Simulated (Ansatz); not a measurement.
Cs2GeF6:
```
CELL_PARAMETERS angstrom
      0.00000     4.47704     4.47704
      4.47704     0.00000     4.47704
      4.47704     4.47704     0.00000
ATOMIC_POSITIONS crystal
  Cs 0.75000 0.75000 0.75000
  Cs 0.25000 0.25000 0.25000
  Ge 0.00000 0.00000 0.00000
  F  0.79690 0.79690 0.20310
  F  0.20310 0.20310 0.79690
  F  0.20310 0.79690 0.79690
  F  0.79690 0.20310 0.20310
  F  0.79690 0.20310 0.79690
  F  0.20310 0.79690 0.20310
```

Relaxed with PBEsol. PBEsol (plane waves, PAW; program Ansatz) gives a gap of 6.33 eV.

What gap does HSE06 give on the same cell (Ansatz, PAW)?

8.67 eV, 2.34 eV more. The hybrid was solved on a coarser mesh and at special points; the gap given is the minimum over both.

```csv
k,v1 PBEsol,c1 PBEsol,v1 HSE06,c1 HSE06
Γ,0.00,6.33,0.00,8.67
X,-0.01,7.63,(withheld),(withheld)
L,-0.03,7.41,(withheld),(withheld)
W,-0.03,7.65,(withheld),(withheld)
K,-0.02,7.62,(withheld),(withheld)
```

Top valence (v1) and lowest conduction level (c1) in eV from each method's valence maximum (which need not be a listed point): supply the withheld HSE06 values.


- K, v1 HSE06: 0.00
- K, c1 HSE06: 10.24
- W, v1 HSE06: -0.02
- W, c1 HSE06: 10.27
- X, v1 HSE06: -0.01
- X, c1 HSE06: 10.24
- L, v1 HSE06: -0.01
- L, c1 HSE06: 9.96

Cost on shared cores: the PBEsol run (SCF on a 6×6×6 mesh, then bands and DOS) around 80 core-seconds (rough), the HSE06 run (SCF on 3×3×3, then a few points) about 4 core-minutes (a rough figure); the tasks are unlike.

Space group Fm-3m. The first step of the workflow began from a Materials Project structure, measured or hypothetical; the Crystallography Open Database files this formula in space group No. 225, but the cells were not matched. Whether it is the stable phase at ambient conditions was not checked. Symmetry was held in the PBEsol relaxation; its stability against distortions is not shown here. Spin–orbit coupling is left out wherever it is not named.

Potentials: the later of the program's two PAW sets.
